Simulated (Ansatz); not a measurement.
An ordered 8-atom cell of Be₄Te₃S on the zincblende lattice (P-43m), relaxed with r2SCAN. It is cubic, P-43m (No. 215); a = 5.466 Å in the conventional setting, 20.41 Å³ an atom. S is surrounded by 4 Be at 2.20 Å; Be is surrounded by 1 S at 2.20 Å and 3 Te at 2.43 Å; Te is surrounded by 4 Be at 2.43 Å.

4 runs of the PAW code Ansatz on this cell differ in the functional (and in the settings that go with it). Levels are in eV from each run's valence top; v1 is the last filled band, c1 the first empty one.

Run A, mean stress 0.0 GPa (compression positive):
```tsv
point	v2	v1	c1	c2
Γ	0.00	0.00	2.26	2.26
X	-1.30	-1.30	3.10	3.28
M	-0.99	-0.55	3.76	4.60
R	-0.47	-0.47	2.78	4.16
```

Run B, mean stress -0.9 GPa (compression positive):
```tsv
point	v2	v1	c1	c2
Γ	0.00	0.00	2.60	2.60
X	-1.35	-1.35	3.47	3.69
M	-1.02	-0.59	4.16	5.04
R	-0.50	-0.50	3.15	4.54
```

Run C, mean stress +0.2 GPa (compression positive):
```tsv
point	v2	v1	c1	c2
Γ	0.00	0.00	1.90	1.90
X	-1.27	-1.27	2.71	2.89
M	-0.97	-0.55	3.32	4.11
R	-0.46	-0.46	2.37	3.65
```

Run D, mean stress -0.9 GPa (compression positive):
```tsv
point	v2	v1	c1	c2
Γ	0.00	0.00	3.26	3.26
X	-1.38	-1.38	4.13	4.37
M	-1.04	-0.61	4.85	5.74
R	-0.52	-0.52	3.82	5.22
```

Problem. Match the runs to PBE, r2SCAN, HSE06, PBE0.

Solution. A is r2SCAN, B is HSE06, C is PBE, D is PBE0. In order of the gap: PBE 1.90, r2SCAN 2.26, HSE06 2.60, PBE0 3.26 eV.

All values are calculated for a non-magnetic cell, which may be hypothetical.

No spin-orbit coupling is included; it can move band edges with weight on the heavy atoms by tenths of an eV.

The stress of a hybrid is loosely converged in these runs.

The meshes of the hybrids are coarse, so their gaps aren't converged to the digits shown.
